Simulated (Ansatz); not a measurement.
The start is a generated trial cell of NbP in the AFLOW prototype AB_hP8_186_ab_ab (B5, as in SiC). A full variable-cell relaxation at zero pressure is run with PBE (plane waves to 420 eV, PAW, scalar-relativistic; Ansatz, an electronic-structure program). First-step values are on the input's coarse k-mesh.

Ansatz input (later rounds restart from its end on a renewed k-mesh):
Ansatz 0.2 input:
```yaml
crystal:
  lattice:
    - [3.5134863, 0, 0]
    - [-1.7567431, 3.0427684, 0]
    - [0, 0, 11.5022533]
  atoms:
    - { symbol: Nb, position: [0, 0, 0] }
    - { symbol: Nb, position: [0, 0, 0.5] }
    - { symbol: Nb, position: [0.66666667, 0.33333333, 0.75018] }
    - { symbol: Nb, position: [0.33333333, 0.66666667, 0.25018] }
    - { symbol: P, position: [0, 0, 0.81216] }
    - { symbol: P, position: [0, 0, 0.31216] }
    - { symbol: P, position: [0.66666667, 0.33333333, 0.56329] }
    - { symbol: P, position: [0.33333333, 0.66666667, 0.06329] }
basis: { ecutwfc: 420, ecutrho_ratio: 4, xc_grid: 2, fft_grid_basis: typed }
kpoints: { mp_grid: { grid: [8, 8, 2] } }
hamiltonian:
  xc: pbe
  dispersion: none
  pseudopotentials: { kind: paw }
scf: { occupations: { method: fermi_dirac, width: 0.05 } }
relax: { f_tol: 0.01, max_steps: 100, cell: { stress_tol: 0.02 } }
output: { forces: true, stress: true }
```

Initial pressure: +74 GPa (positive: the cell is compressed)
Outcome: The space group stays P6₃mc (No. 186) (the run could not lower it), with 8 atoms in the primitive cell
Energy released: 1.59 eV/atom
Volume change: +23.9 %, from 15.37 to 19.04 Å³/atom
Shortest distances (start → end): The closest pairs of elements (up to four, under 3.6 Å), start → end: Nb–P 2.15 → 2.44 Å; P–P 3.51 → 3.35 Å; Nb–Nb 3.51 → 3.35 Å
Band gap at the end: no gap (metallic)
Optimiser moves: 19

Final values are on a 13×13×5 k-mesh of the relaxed cell. No spin polarisation in the result.

The run could not lose the symmetry of its start, so the end can be a saddle point.

The relaxed structure here is a generated cell of NbP: the first start was made by placing the elements on the sites of a structure type, and the end was not matched to a known phase here, so it may be hypothetical.
